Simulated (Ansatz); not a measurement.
GaGe: programs and potentials compared

```xyz
2
Lattice="0.0000 2.8978 2.8978 2.8978 0.0000 2.8978 2.8978 2.8978 0.0000" Properties=species:S:1:pos:R:3 pbc="T T T"
Ge    0.0000    0.0000    0.0000
Ga    1.4489    1.4489    1.4489
```

The cell comes from a database or a generator and needn't be the stable form of this composition.

Alike in all runs: task band structure; functional PBEsol; k mesh 8 × 8 × 8; occupations fermi-dirac, width 0.05 eV; no spin polarisation; no spin-orbit coupling. Pressure is positive in compression and, in plane waves, holds the error of the finite cutoff, which Ansatz's Pulay term estimates and takes out.

```
                        program and potentials  plane-wave cutoff (eV)  start seed  points for each segment of the path  start density                                                                                                                              notes  pressure (GPa)
                            Ansatz, Ansatz PAW                     420           0                                   14        network  potentials made for PBE, which Ansatz adapts in part; 13.5 valence electrons an atom on average; Pulay term of +0.03 GPa included           -2.39
     Ansatz, PAW datasets made for the crystal                     240           -                                    -          atoms                                                                                           8.5 valence electrons an atom on average           -2.38
Ansatz, all-electron LAPW, scalar-relativistic                       -           -                                    -          atoms                                                                                                                                  -           -2.38
```

The pressure spans -2.39 (Ansatz, Ansatz PAW) to -2.38 GPa (Ansatz, all-electron LAPW, scalar-relativistic), with all-electron results at -2.38.

Differences between rows come from potentials, basis sets and numerical settings, since the functional is the same but for its coding. Runs on potential files found faulty are left out.
